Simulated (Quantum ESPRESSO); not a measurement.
AgRu2Rh4Cu, finding a planted mistake in a log

A calculation, not a measurement. The program is pw.x of Quantum ESPRESSO 7.5 (plane-wave density functional theory). The cell is made up: eight metal atoms on a face-centred cubic lattice, with elements, volume, strain and displacements drawn at random and not relaxed, so it may be unstable or far from any real phase. PseudoDojo standard norm-conserving files set the functional (PBE unless stated); there is no spin polarisation or spin-orbit coupling, the Fermi-Dirac width of 0.25 eV means electrons at about 2900 K, and the masses in the input are unused placeholders. The copper pseudopotential is less sure than most, with forces differing by about three percent and pressure by about two GPa from a second method on plain copper. A spin test at this wide smearing found no moment, but such smearing suppresses magnetism that the real alloy may have.

Intended input:

```
&control calculation='scf', pseudo_dir='./dojo.nc.sr.pbe.v0_5.standard.upf', outdir='./o', disk_io='minimal', tprnfor=.true., tstress=.true. /
&system ibrav=0, nat=8, ntyp=4, nbnd=85, ecutwfc=92.02030273, nosym=.true., tot_charge=0,
 occupations='smearing', smearing='fd', degauss=0.0183746611
/
&electrons conv_thr=1.470e-08, electron_maxstep=70, mixing_beta=0.5 /
ATOMIC_SPECIES
Ag 1.0 Ag.upf
Cu 1.0 Cu.upf
Rh 1.0 Rh.upf
Ru 1.0 Ru.upf
CELL_PARAMETERS angstrom
-0.0289 -2.0016 -2.01
-5.9626 -2.0477 -0.0408
-1.9708 3.9228 -5.9786
ATOMIC_POSITIONS angstrom
Ag -0.0068 -0.0358 0.0304
Ru -1.9302 1.8523 -4.063
Rh -2.1457 -0.3023 -1.9464
Rh -3.8623 1.9307 -5.9294
Rh -3.8621 -0.1575 -4.0776
Cu -4.0313 -2.1495 -1.9401
Rh -6.0191 0.0859 -5.8362
Ru -6.0791 -2.3 -4.2751
K_POINTS automatic
9 4 3 1 1 1
```

The log is shortened where brackets say so; the opening notice, blank lines, dates and the lines on written files are dropped, and the path of the files is cut. It prints rydbergs, bohrs and kilobars, and counts compression as positive stress. Its total energy is the free energy E - TS of the whole cell.

Log of the intended run:

```
     Program PWSCF v.7.5
     Parallel version (MPI & OpenMP), running on       4 processor cores
     Number of MPI processes:                 4
     Threads/MPI process:                     1
     [start-up lines left out]
     bravais-lattice index     =            0
     lattice parameter (alat)  =       5.3607  a.u.
     unit-cell volume          =     850.0155 (a.u.)^3
     number of atoms/cell      =            8
     number of atomic types    =            4
     number of electrons       =       138.00
     number of Kohn-Sham states=           85
     kinetic-energy cutoff     =      92.0203  Ry
     charge density cutoff     =     368.0812  Ry
     scf convergence threshold =      1.5E-08
     mixing beta               =       0.5000
     number of iterations used =            8  plain     mixing
     Exchange-correlation= PBE
                           (   1   4   3   4   0   0   0)
     [axes and pseudopotential details left out]
   Cartesian axes
     site n.     atom                  positions (alat units)
         1        Ag     tau(   1) = (  -0.0023971  -0.0126199   0.0107164  )
         2        Ru     tau(   2) = (  -0.6804186   0.6529579  -1.4322562  )
         3        Rh     tau(   3) = (  -0.7563850  -0.1065644  -0.6861293  )
         4        Rh     tau(   4) = (  -1.3615070   0.6805949  -2.0901846  )
         5        Rh     tau(   5) = (  -1.3614365  -0.0555206  -1.4374029  )
         6        Cu     tau(   6) = (  -1.4210816  -0.7577245  -0.6839085  )
         7        Rh     tau(   7) = (  -2.1218049   0.0302808  -2.0573304  )
         8        Ru     tau(   8) = (  -2.1429556  -0.8107776  -1.5070240  )
     number of k points=    54  Fermi-Dirac smearing, width (Ry)=  0.0184
                       cart. coord. in units 2pi/alat
        k(    1) = (  -0.0555107  -0.0101857  -0.0674662), wk =   0.0370370
        k(    2) = (   0.0050601  -0.1901116   0.1108369), wk =   0.0370370
     [further k points left out]
     Dense  grid:   101417 G-vectors     FFT dimensions: (  36,  75,  90)
     Estimated max dynamical RAM per process >     415.90 MB
     Estimated total dynamical RAM >       1.55 GB
     Initial potential from superposition of free atoms
     starting charge     137.9951, renormalised to     138.0000
     Starting wfcs are   80 randomized atomic wfcs +    5 random wfcs
     total cpu time spent up to now is        9.7 secs
     per-process dynamical memory:   335.1 Mb
     Self-consistent Calculation
     iteration #  1     ecut=    92.02 Ry     beta= 0.50
     Davidson diagonalization with overlap
     ethr =  1.00E-02,  avg # of iterations =  3.0
     total cpu time spent up to now is       37.7 secs
     total energy              =   -2028.58035256 Ry
     estimated scf accuracy    <       5.09289736 Ry
     iteration #  2     ecut=    92.02 Ry     beta= 0.50
     Davidson diagonalization with overlap
     ethr =  3.69E-03,  avg # of iterations =  3.0
     total cpu time spent up to now is       67.1 secs
     total energy              =   -2028.13292778 Ry
     estimated scf accuracy    <      40.60947404 Ry
     [iterations 3 to 21 left out]
     iteration # 22     ecut=    92.02 Ry     beta= 0.50
     Davidson diagonalization with overlap
     ethr =  2.15E-10,  avg # of iterations =  1.7
     total cpu time spent up to now is      513.5 secs
     total energy              =   -2031.75948650 Ry
     estimated scf accuracy    <       0.00000027 Ry
     iteration # 23     ecut=    92.02 Ry     beta= 0.50
     Davidson diagonalization with overlap
     ethr =  1.99E-10,  avg # of iterations =  1.0
     total cpu time spent up to now is      534.2 secs
     End of self-consistent calculation
     [lines on levels left out]
!    total energy              =   -2031.75948650 Ry
     estimated scf accuracy    <       0.00000001 Ry
     smearing contrib. (-TS)   =      -0.17280907 Ry
     internal energy E=F+TS    =   -2031.58667743 Ry
     The total energy is F=E-TS. E is the sum of the following terms:
     one-electron contribution =    -716.34523107 Ry
     hartree contribution      =     441.27818161 Ry
     xc contribution           =    -311.90305142 Ry
     ewald contribution        =   -1444.61657654 Ry
     convergence has been achieved in  23 iterations
     Forces acting on atoms (cartesian axes, Ry/au):
     atom    1 type  1   force =     0.00360102    0.03718529   -0.01879891
     atom    2 type  4   force =    -0.00166422   -0.02435108    0.03643435
     atom    3 type  3   force =     0.00597283    0.04420149   -0.02966437
     atom    4 type  3   force =    -0.04815601   -0.03120768    0.01552590
     atom    5 type  3   force =    -0.02392762   -0.00159996    0.01313410
     atom    6 type  2   force =     0.00651158    0.00317504   -0.01448522
     atom    7 type  3   force =     0.06500099   -0.05744761   -0.00401074
     atom    8 type  4   force =    -0.00733856    0.03004450    0.00186489
     Total force =     0.139954     Total SCF correction =     0.000601
     Computing stress (Cartesian axis) and pressure
          total   stress  (Ry/bohr**3)                   (kbar)     P=     -128.09
  -0.00076424  -0.00014009  -0.00000153         -112.42      -20.61       -0.23
  -0.00014009  -0.00098308  -0.00006710          -20.61     -144.62       -9.87
  -0.00000153  -0.00006710  -0.00086486           -0.23       -9.87     -127.22
     init_run     :      9.09s CPU      9.44s WALL (       1 calls)
     electrons    :    511.04s CPU    524.52s WALL (       1 calls)
     forces       :      3.04s CPU      3.06s WALL (       1 calls)
     stress       :     10.56s CPU     10.56s WALL (       1 calls)
     [timing details left out]
     PWSCF        :   8m54.00s CPU   9m 7.97s WALL
     JOB DONE.
```

A second run was made from an input with one planted mistake. Its log:

```
     Program PWSCF v.7.5
     Parallel version (MPI & OpenMP), running on       4 processor cores
     Number of MPI processes:                 4
     Threads/MPI process:                     1
     [start-up lines left out]
     bravais-lattice index     =            0
     lattice parameter (alat)  =       5.3607  a.u.
     unit-cell volume          =     850.0155 (a.u.)^3
     number of atoms/cell      =            8
     number of atomic types    =            4
     number of electrons       =       138.00
     number of Kohn-Sham states=           85
     kinetic-energy cutoff     =      92.0203  Ry
     charge density cutoff     =     368.0812  Ry
     scf convergence threshold =      1.5E-08
     mixing beta               =       0.5000
     number of iterations used =            8  plain     mixing
     Exchange-correlation= PBE
                           (   1   4   3   4   0   0   0)
     [axes and pseudopotential details left out]
   Cartesian axes
     site n.     atom                  positions (alat units)
         1        Ag     tau(   1) = (  -0.0023971  -0.0126199   0.0107164  )
         2        Ru     tau(   2) = (  -0.6804186   0.6529579  -1.4322562  )
         3        Rh     tau(   3) = (  -0.7563850  -0.1065644  -0.6861293  )
         4        Rh     tau(   4) = (  -1.3967582   0.6805949  -2.0901846  )
         5        Rh     tau(   5) = (  -1.3614365  -0.0555206  -1.4374029  )
         6        Cu     tau(   6) = (  -1.4210816  -0.7577245  -0.6839085  )
         7        Rh     tau(   7) = (  -2.1218049   0.0302808  -2.0573304  )
         8        Ru     tau(   8) = (  -2.1429556  -0.8107776  -1.5070240  )
     number of k points=    54  Fermi-Dirac smearing, width (Ry)=  0.0184
                       cart. coord. in units 2pi/alat
        k(    1) = (  -0.0555107  -0.0101857  -0.0674662), wk =   0.0370370
        k(    2) = (   0.0050601  -0.1901116   0.1108369), wk =   0.0370370
     [further k points left out]
     Dense  grid:   101417 G-vectors     FFT dimensions: (  36,  75,  90)
     Estimated max dynamical RAM per process >     415.90 MB
     Estimated total dynamical RAM >       1.55 GB
     Initial potential from superposition of free atoms
     starting charge     137.9951, renormalised to     138.0000
     Starting wfcs are   80 randomized atomic wfcs +    5 random wfcs
     total cpu time spent up to now is       10.8 secs
     per-process dynamical memory:   335.1 Mb
     Self-consistent Calculation
     iteration #  1     ecut=    92.02 Ry     beta= 0.50
     Davidson diagonalization with overlap
     ethr =  1.00E-02,  avg # of iterations =  3.0
     total cpu time spent up to now is       41.0 secs
     total energy              =   -2028.74483264 Ry
     estimated scf accuracy    <       4.87541271 Ry
     iteration #  2     ecut=    92.02 Ry     beta= 0.50
     Davidson diagonalization with overlap
     ethr =  3.53E-03,  avg # of iterations =  3.0
     total cpu time spent up to now is       72.4 secs
     total energy              =   -2028.30718099 Ry
     estimated scf accuracy    <      38.44065450 Ry
     [iterations 3 to 21 left out]
     iteration # 22     ecut=    92.02 Ry     beta= 0.50
     Davidson diagonalization with overlap
     ethr =  3.14E-11,  avg # of iterations =  1.1
     total cpu time spent up to now is      563.9 secs
     total energy              =   -2031.76610704 Ry
     estimated scf accuracy    <       0.00000004 Ry
     iteration # 23     ecut=    92.02 Ry     beta= 0.50
     Davidson diagonalization with overlap
     ethr =  2.97E-11,  avg # of iterations =  1.0
     total cpu time spent up to now is      587.1 secs
     End of self-consistent calculation
     [lines on levels left out]
!    total energy              =   -2031.76610704 Ry
     estimated scf accuracy    <          1.0E-09 Ry
     smearing contrib. (-TS)   =      -0.17253437 Ry
     internal energy E=F+TS    =   -2031.59357267 Ry
     The total energy is F=E-TS. E is the sum of the following terms:
     one-electron contribution =    -716.41556080 Ry
     hartree contribution      =     441.30929323 Ry
     xc contribution           =    -311.88970039 Ry
     ewald contribution        =   -1444.59760472 Ry
     convergence has been achieved in  23 iterations
     Forces acting on atoms (cartesian axes, Ry/au):
     atom    1 type  1   force =    -0.00703543    0.03055096   -0.01320794
     atom    2 type  4   force =    -0.00606070   -0.02576263    0.03360654
     atom    3 type  3   force =     0.00546181    0.04495833   -0.03040618
     atom    4 type  3   force =    -0.02228147   -0.02597289    0.01432844
     atom    5 type  3   force =    -0.02355037   -0.00141410    0.01297480
     atom    6 type  2   force =     0.00335309    0.00539018   -0.01522531
     atom    7 type  3   force =     0.06065076   -0.05923011   -0.00311822
     atom    8 type  4   force =    -0.01053769    0.03148027    0.00104786
     Total force =     0.128980     Total SCF correction =     0.000147
     Computing stress (Cartesian axis) and pressure
          total   stress  (Ry/bohr**3)                   (kbar)     P=     -132.66
  -0.00080391  -0.00014449  -0.00000359         -118.26      -21.25       -0.53
  -0.00014449  -0.00099555  -0.00006991          -21.25     -146.45      -10.28
  -0.00000359  -0.00006991  -0.00090592           -0.53      -10.28     -133.27
     init_run     :     10.25s CPU     10.64s WALL (       1 calls)
     electrons    :    561.81s CPU    576.34s WALL (       1 calls)
     forces       :      2.97s CPU      3.06s WALL (       1 calls)
     stress       :     10.33s CPU     10.34s WALL (       1 calls)
     [timing details left out]
     PWSCF        :   9m45.53s CPU  10m 0.66s WALL
     JOB DONE.
```

Question: the log repeats what the program read. Compare it with the intended run: what was wrong in the second input?

Answer: one coordinate of one atom is wrong. The input lines that differ:

```
- Rh -3.8623 1.9307 -5.9294
+ Rh -3.9623 1.9307 -5.9294
```

|  | intended run | run with the mistake |
| --- | --- | --- |
| free energy (eV) | -27643.496 | -27643.586 |
| entropy term -TS, part of it (eV) | -2.351 | -2.347 |
| pressure (GPa) | -12.81 | -13.27 |
| size of the largest force component (eV/Å) | 1.671 | 1.559 |
| largest change of a force component (eV/Å) |  | 0.665 |
| iterations | 23 | 23 |

For scale, a rerun of the intended cell at a higher cutoff and on a denser mesh moved values by no more than 0.003 eV in energy, 0.07 GPa in stress and 0.011 eV/Å in force, and a second program with other atomic files agreed on that cell to 2 % rms in force and 0.5 GPa in pressure.